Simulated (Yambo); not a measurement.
**How GW settings move the gap: PdCl₂**

G0W0@PBEsol for PdCl2 (space group P2_1/c, No. 14) in Yambo. Reference settings: 2×4×2 Γ-centred k mesh, bands 9 to 261 and a 8 Ry block in the screening, 261 bands in G with the Bruneval-Gonze terminator, plasmon pole fitted at 27.2 eV. The PBEsol gap (-0.5, 0, 0) → (-0.5, 0, -0.5) on this mesh is 0.60 eV; G0W0 gaps are taken between the same points.

```json
[
 {"change from the reference": "reference settings", "G0W0 gap (-0.5, 0, 0) → (-0.5, 0, -0.5) (eV)": "1.86", "shift of the valence edge (eV)": "-0.63", "rough Yambo cost": "1"},
 {"change from the reference": "100 bands in W, 100 bands in G", "G0W0 gap (-0.5, 0, 0) → (-0.5, 0, -0.5) (eV)": "1.86", "shift of the valence edge (eV)": "-0.43", "rough Yambo cost": "about 1/3"},
 {"change from the reference": "169 bands in W, 169 bands in G", "G0W0 gap (-0.5, 0, 0) → (-0.5, 0, -0.5) (eV)": "1.86", "shift of the valence edge (eV)": "-0.57", "rough Yambo cost": "within a factor of two"},
 {"change from the reference": "100 bands in G", "G0W0 gap (-0.5, 0, 0) → (-0.5, 0, -0.5) (eV)": "1.87", "shift of the valence edge (eV)": "-0.61", "rough Yambo cost": "–"},
 {"change from the reference": "169 bands in G", "G0W0 gap (-0.5, 0, 0) → (-0.5, 0, -0.5) (eV)": "1.86", "shift of the valence edge (eV)": "-0.63", "rough Yambo cost": "–"},
 {"change from the reference": "123 bands in W", "G0W0 gap (-0.5, 0, 0) → (-0.5, 0, -0.5) (eV)": "1.86", "shift of the valence edge (eV)": "-0.51", "rough Yambo cost": "about 1/2"},
 {"change from the reference": "1 Ry block", "G0W0 gap (-0.5, 0, 0) → (-0.5, 0, -0.5) (eV)": "2.80", "shift of the valence edge (eV)": "-1.05", "rough Yambo cost": "within a factor of two"},
 {"change from the reference": "3 Ry block", "G0W0 gap (-0.5, 0, 0) → (-0.5, 0, -0.5) (eV)": "1.94", "shift of the valence edge (eV)": "-0.48", "rough Yambo cost": "within a factor of two"},
 {"change from the reference": "7 Ry block", "G0W0 gap (-0.5, 0, 0) → (-0.5, 0, -0.5) (eV)": "1.85", "shift of the valence edge (eV)": "-0.61", "rough Yambo cost": "within a factor of two"},
 {"change from the reference": "pole fitted at 10 eV", "G0W0 gap (-0.5, 0, 0) → (-0.5, 0, -0.5) (eV)": "1.79", "shift of the valence edge (eV)": "-0.49", "rough Yambo cost": "–"},
 {"change from the reference": "no random integration", "G0W0 gap (-0.5, 0, 0) → (-0.5, 0, -0.5) (eV)": "1.83", "shift of the valence edge (eV)": "-0.49", "rough Yambo cost": "–"},
 {"change from the reference": "2×2×2 mesh", "G0W0 gap (-0.5, 0, 0) → (-0.5, 0, -0.5) (eV)": "1.85", "shift of the valence edge (eV)": "-0.58", "rough Yambo cost": "about 1/3"},
 {"change from the reference": "100 bands in G, no terminator", "G0W0 gap (-0.5, 0, 0) → (-0.5, 0, -0.5) (eV)": "1.91", "shift of the valence edge (eV)": "-0.06", "rough Yambo cost": "–"},
 {"change from the reference": "169 bands in G, no terminator", "G0W0 gap (-0.5, 0, 0) → (-0.5, 0, -0.5) (eV)": "1.87", "shift of the valence edge (eV)": "-0.33", "rough Yambo cost": "–"},
 {"change from the reference": "no terminator", "G0W0 gap (-0.5, 0, 0) → (-0.5, 0, -0.5) (eV)": "1.88", "shift of the valence edge (eV)": "-0.48", "rough Yambo cost": "–"}
]
```

The reference isn't shown to be the converged limit. Costs are rough (shared machines), scaled to the same edge states, and given only for runs that recompute the screening.

Spin-orbit splittings are left out.

Geometry relaxed with PBE+D3(BJ); primitive cell a = 5.4608 Å, b = 3.9442 Å, c = 6.4597 Å, α = 90.00°, β = 107.08°, γ = 90.00°.

The structure is a Materials Project entry; no match was found in the copy of COD used, and its stability was not checked.

A shift is the quasiparticle energy of the state minus its PBEsol energy.
